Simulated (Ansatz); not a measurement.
**Question.** Name crystals whose computed values (PBE in the plane-wave PAW code Ansatz) fall in these windows: electron conductivity mass (mₑ) 0.39 to 0.51; B₀ by P(V) fit (GPa) 36 to 47.

**Answer.** 

```json
[
 {"crystal": "BaS, rock salt", "electron conductivity mass (mₑ)": "0.45", "B₀ by P(V) fit (GPa)": "41.7"}
]
```
Others may fit too.

The cell was relaxed under the symmetry of its start. Scalar-relativistic: spin–orbit coupling is off unless named, which matters more the heavier the elements.

Potentials: the later of the program's two PAW sets.
